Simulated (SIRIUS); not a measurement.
Consider a self-consistent single point of SnO (P4/nmm, 4 atoms in the cell; from Materials Project mp-2097, changed as shown).

```yaml
crystal:
  lattice:
    - [3.73743, 0.00000, 0.00000]
    - [0.00000, 3.73743, 0.00000]
    - [0.00000, 0.00000, 4.78917]
  atoms:
    - { symbol: Sn, position: [0.00000, 0.50000, 0.23537] }
    - { symbol: Sn, position: [0.50000, 0.00000, 0.76463] }
    - { symbol: O, position: [0.50000, 0.50000, 0.00000] }
    - { symbol: O, position: [0.00000, 0.00000, 0.00000] }
```

Method: PBE, SSSP 1.1.2 efficiency PBE pseudopotentials (plane waves; SIRIUS 7.12.0).

SIRIUS settings:

```
key                                                                          value
--------------------------------------  ------------------------------------------
parameters.ngridk                                                            6 6 4
parameters.xc_functionals                             [XC_GGA_X_PBE, XC_GGA_C_PBE]
parameters.gk_cutoff                                                  8.062 1/bohr
parameters.pw_cutoff                                                 25.496 1/bohr
parameters.smearing                                                    fermi_dirac
parameters.smearing_width                                           0.000367493 Ha
potentials                              SSSP 1.1.2 efficiency PBE pseudopotentials
parameters.electronic_structure_method                             pseudopotential
parameters.num_bands                                                            24
parameters.num_mag_dims                                                          0
parameters.num_dft_iter                                                        100
parameters.energy_tol                                                     1e-07 Ha
parameters.density_tol                                                       1e-06
mixer.type                                                                anderson
mixer.beta                                                                     0.5
mixer.use_hartree                                                             true
```

Results:

* **Number of valence electrons**: 40
* **Number of bands**: 24
* **Number of k-points after the program's reduction**: 30
* **Number of plane waves (most at a k-point)**: 4016
* **Number of SCF iterations**: 16
* **FFT grid**: 60 × 60 × 80
* **Free energy E − TS**: -5576.7202 eV
* **Fermi level (on the code's own zero)**: 10.87 eV
* **Pressure**: 10.48 GPa
* **Largest force (vector length)**: 1.416 eV/Å

Forces (eV/Å):
```json
[
 {"atom": "Sn1", "Fx": "0.000", "Fy": "0.000", "Fz": "1.416"},
 {"atom": "Sn2", "Fx": "0.000", "Fy": "0.000", "Fz": "-1.416"},
 {"atom": "O3", "Fx": "0.000", "Fy": "0.000", "Fz": "0.000"},
 {"atom": "O4", "Fx": "0.000", "Fy": "0.000", "Fz": "0.000"}
]
```

Stress (GPa, positive for compression):
```
11.28   0.00   0.00
 0.00  11.28   0.00
 0.00   0.00   8.88
```

For comparison: a first run was changed to give this one (lattice scaled by 0.98), and from it to this one the free energy goes up by 46.6 meV/atom, the pressure goes from 3.67 to 10.48 GPa and the largest force goes from 0.427 to 1.416 eV/Å.

Forces above 1 eV/Å remain at this geometry. The structure comes from a collection of computed structures, made at another level of theory; the collection holds predicted forms beside known ones. No clean gap shows at this smearing width and mesh (spacing up to 0.33 Å⁻¹); the mesh is coarse for partly filled bands, so the values carry mesh errors. Semi-local functionals can close small gaps.

Cost on one core: roughly 120 core-seconds.
